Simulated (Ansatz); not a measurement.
Total density of states per atom from PBEsol in the plane-wave PAW code Ansatz, in 0.25 eV bins, energy from the Fermi level:

(E (eV), states/eV/atom): (-5.30, 0.00); (-5.05, 0.04); (-4.80, 0.08); (-4.55, 0.10); (-4.30, 0.13); (-4.05, 0.15); (-3.80, 0.18); (-3.55, 0.20); (-3.30, 0.23); (-3.05, 0.26); (-2.80, 0.30); (-2.55, 0.35); (-2.30, 0.41); (-2.05, 0.50); (-1.80, 0.71); (-1.55, 0.86); (-1.30, 0.87); (-1.05, 1.02); (-0.80, 1.12); (-0.55, 1.44); (-0.30, 1.73); (-0.05, 1.91); (0.20, 1.76); (0.45, 0.91); (0.70, 0.84); (0.95, 1.46); (1.20, 2.61); (1.45, 2.40); (1.70, 2.37); (1.95, 2.31); (2.20, 1.32); (2.45, 1.09); (2.70, 1.10); (2.95, 1.17); (3.20, 1.30)

### Question
Pick the material that matches.
A. K, hcp (Mg type)
B. Tl, hcp (Mg type)
C. Sc, hcp (Mg type)
D. Gd, hcp (Mg type)

### Answer
C, Sc, hcp (Mg type). Within 0.5 eV of the Fermi level: Sc 3d 86 %, outside the projected shells 9 %. Projections are on Löwdin-orthogonalised atomic valence shells; empty p or d shells of many metals are not among them.

Space group P6_3/mmc (hcp (Mg type)). The PBEsol relaxation kept the symmetry of its start. No spin polarisation was allowed.

Potentials: the later of the program's two PAW sets.
